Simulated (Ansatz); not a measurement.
A relaxed structure of Cr is spoiled in several ways and relaxed again each time (squeezed and stretched starts keep its symmetry, which their runs cannot lower; pressure is positive under compression). These are r2SCAN (plane waves to 500 eV, PAW, scalar-relativistic; Ansatz, a quantum-chemistry and plane-wave program) values and carry that method's errors.

Space group Im-3m (No. 229); a = b = c = 2.8309 Å, α = β = γ = 90.00°

| atom | site | symmetry | x | y | z |
|---|---|---|---|---|---|
| Cr | 2a | m-3m | 0.0000 | 0.0000 | 0.0000 |
(The calculation used a cell of 1 atom; values per cell refer to that cell.)

| change | first pressure (GPa) | largest first force (eV/Å) | released (eV/atom) | moves | outcome | final group | E − E(parent) (eV/atom) |
|---|---|---|---|---|---|---|---|
| deformed by the Cartesian strain tensor (xx, yy, zz, yz, xz, xy) = (-0.120, 0.074, 0.033, -0.007, 0.041, -0.046) | ? | 0.00 | ? | 9 | ? | ? | ? |
| stretched uniformly to 150 % of its volume | -46.6 | 0.00 | 1.19 | 4 | ? | ? | ? |

Task: Some entries are withheld; supply them.

Result: 
- deformed by the Cartesian strain tensor (xx, yy, zz, yz, xz, xy) = (-0.120, 0.074, 0.033, -0.007, 0.041, -0.046), first pressure (GPa): 14.1
- deformed by the Cartesian strain tensor (xx, yy, zz, yz, xz, xy) = (-0.120, 0.074, 0.033, -0.007, 0.041, -0.046), released (eV/atom): 0.30
- deformed by the Cartesian strain tensor (xx, yy, zz, yz, xz, xy) = (-0.120, 0.074, 0.033, -0.007, 0.041, -0.046), outcome: returns to the parent
- deformed by the Cartesian strain tensor (xx, yy, zz, yz, xz, xy) = (-0.120, 0.074, 0.033, -0.007, 0.041, -0.046), final group: Im-3m
- deformed by the Cartesian strain tensor (xx, yy, zz, yz, xz, xy) = (-0.120, 0.074, 0.033, -0.007, 0.041, -0.046), E − E(parent) (eV/atom): 0.00
- stretched uniformly to 150 % of its volume, outcome: returns to the parent
- stretched uniformly to 150 % of its volume, final group: Im-3m
- stretched uniformly to 150 % of its volume, E − E(parent) (eV/atom): 0.00

First-step values come from each run's starting, coarser k-mesh (15×16×17, 14×14×14). The runs use different k-meshes, so differences are rounded accordingly. No spin polarisation in the result. A magnetic state may lie lower.
